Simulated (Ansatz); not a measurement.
Here is an unrelaxed guess for Li3Tm.

Space group P4/mmm (No. 123). a = 2.953 Å, b = 2.953 Å, c = 7.110 Å, α = 90.00°, β = 90.00°, γ = 90.00°
```tsv
atom	site	symmetry	x	y	z
Li	1c	4/mmm	0.5000	0.5000	0.0000
Li	2g	4mm	0.0000	0.0000	0.3221
Tm	1d	4/mmm	0.5000	0.5000	0.5000
```

Theory: DFT PBE, scalar-relativistic, plane waves, PAW, and for the lanthanide a 4f-in-core norm-conserving potential (Ansatz). Plane waves to 690 eV, a k mesh through Γ of 6×6×4 on the computed 4-atom cell and Gaussian smearing (0.10 eV); no spin polarisation.

Formation energies are uncorrected and refer to the elements' standard structures at the same level.

Question: Estimate its pressure, forces and energy as it stands.

Answer: The pressure is 24.2 GPa (the mean over three directions, positive in compression), the largest force is 3.23 eV/Å, and the energy is +1.04 eV/atom against the elements. The shortest distance is 2.44 Å.

Question: How much does it gain on relaxing, and where does it end?

Answer: Relaxing gains about 0.92 eV/atom (the start's value is from the coarse mesh, so the gain is rough) in 15 ionic steps and ends at +0.12 eV/atom on the finer mesh. The symmetry stays P4/mmm (No. 123). The volume per atom grows by 43.5 %, from 15.5 to 22.2 Å³. The shortest distance goes from 2.44 Å (Li–Tm) to 2.91 Å (Li–Li). Conventional cell: a = 3.449 Å, c = 7.482 Å. Around Li on a site of symmetry 4/mmm lie 8 Li at 2.91 Å, 4 Li at 3.45 Å and 2 Tm at 3.74 Å; around Li on a site of symmetry 4mm lie 4 Li at 2.91 Å, 1 Li at 3.17 Å, 4 Tm at 3.26 Å and 4 Li at 3.45 Å; Tm has 8 Li at 3.26 Å, 4 Tm at 3.45 Å and 2 Li at 3.74 Å.

The last run used a 14×14×6 mesh (in the run's order of axes) for its 4-atom cell and Gaussian smearing of 0.10 eV. The relaxation can't lower the symmetry of the start. Symmetry constrained the relaxation, so the result can be a saddle point.

The lanthanide is trivalent by construction, without f bands, f moments or other valences. The reference runs of the other elements, and any phases without the lanthanide, used 420 eV, which shifts energies against them by under 10 meV/atom. The lanthanide's reference is the lowest of its hcp, dhcp and fcc cells.
